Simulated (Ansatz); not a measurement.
Notes on Cs$_{2}$YbF$_{6}$

```
Yb Cs F
1.0
     3.18939    5.52419    0.00000
    -3.18939    5.52419    0.00000
     0.00000    0.00000    4.99123
Yb Cs F
1 2 6
Direct
  0.00000 0.00000 0.00000
  0.33330 0.33340 0.69200
  0.66670 0.66660 0.30800
  0.16000 0.68000 0.19800
  0.16000 0.16000 0.19800
  0.68000 0.16000 0.19800
  0.84000 0.32000 0.80200
  0.32000 0.84000 0.80200
  0.84000 0.84000 0.80200
```

Level: r2SCAN, no spin polarisation; 500 eV; 4×4×5 Γ-centred mesh; fermi-dirac occupations (width 0.1 eV); Ansatz 0.2.0, fixed geometry.

(1) Is it stable against the elements?

(2) Where is the largest force?

(3) Which element gives electrons and which takes them?

(4) Metal or insulator?

Origin: a known structure type with other elements, at an estimated volume, so it need not be a known compound. Caveats: no spin polarisation, so a magnetic state may lie lower; the gap is not wide against the smearing; f levels without a U or exact exchange are poorly placed.

## Answers

(1) -3.08 eV an atom against the elements' usual phases (free molecules for gases, crystals otherwise, with no correction for O₂ or N₂), so it is bound against them; other compounds may still compete. Relaxing would lower it.

(2) The largest is on F4 (and as large on other atoms): 1.05 eV/Å, components (0.61, -0.35, 0.78). It makes 161° with the line to a nearest neighbour, Yb1 at 2.03 Å, pointing away from it.

(3) Bader charges in e: Cs +0.94, Yb +2.40, F -0.71. In the mean Yb gives up most and F takes most.

(4) Counting bands on this mesh leaves a gap of 0.12 eV, but it is narrow, so a finer mesh and a narrower smearing would have to settle it.
